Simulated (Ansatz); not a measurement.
LaZnSbO:
```yaml
crystal:
  lattice:
    - [4.22791, 0.00000, 0.00000]
    - [0.00000, 4.22791, 0.00000]
    - [0.00000, 0.00000, 9.60202]
  atoms:
    - { symbol: La, position: [0.00000, 0.50000, 0.87964] }
    - { symbol: La, position: [0.50000, 0.00000, 0.12036] }
    - { symbol: Zn, position: [0.00000, 0.00000, 0.50000] }
    - { symbol: Zn, position: [0.50000, 0.50000, 0.50000] }
    - { symbol: Sb, position: [0.50000, 0.00000, 0.67745] }
    - { symbol: Sb, position: [0.00000, 0.50000, 0.32255] }
    - { symbol: O, position: [0.50000, 0.50000, 0.00000] }
    - { symbol: O, position: [0.00000, 0.00000, 0.00000] }
```

Relaxed with r²SCAN. Plane-wave PAW r²SCAN (Ansatz code) gives a gap of 0.20 eV.

Problem. What gap does HSE06 give on the same cell (Ansatz, PAW)?

Solution. 0.61 eV, 0.40 eV more. The hybrid was solved on a coarser mesh and at special points; the gap given is the minimum over both.

| k | v1 r²SCAN | c1 r²SCAN | v1 HSE06 | c1 HSE06 |
|---|---|---|---|---|
| Γ | 0.00 | 0.20 | 0.00 | 0.61 |
| Z | -0.11 | 0.32 | -0.11 | 0.75 |
| M | -2.87 | 1.12 | ___ | ___ |
| A | -2.77 | 1.19 | ___ | ___ |
| R | -0.72 | 1.73 | ___ | ___ |
| X | -0.74 | 1.92 | ___ | ___ |

Problem. Top valence (v1) and lowest conduction level (c1) in eV from each method's valence maximum (which need not be a listed point): supply the withheld HSE06 values.

Solution. 
- M, v1 HSE06: -2.99
- M, c1 HSE06: 1.43
- R, v1 HSE06: -0.72
- R, c1 HSE06: 2.18
- A, v1 HSE06: -2.90
- A, c1 HSE06: 1.50
- X, v1 HSE06: -0.75
- X, c1 HSE06: 2.35

Cost on shared cores: the r²SCAN run (SCF on a 7×7×3 mesh, then bands and DOS) very roughly 2.2 core-minutes, the HSE06 run (SCF on 4×4×2, then a few points) around 9 core-minutes (rough); the tasks are unlike.

Space group P4/nmm. The workflow started from a Materials Project entry (that database holds measured and hypothetical structures alike); the Crystallography Open Database copy checked does not list it. Whether it is the stable phase at ambient conditions was not checked. The r²SCAN relaxation kept the symmetry of its start. At this level the phase is mechanically unstable. Scalar-relativistic: spin–orbit coupling is off unless named, which matters more the heavier the elements.

Potentials: the later of the program's two PAW sets.
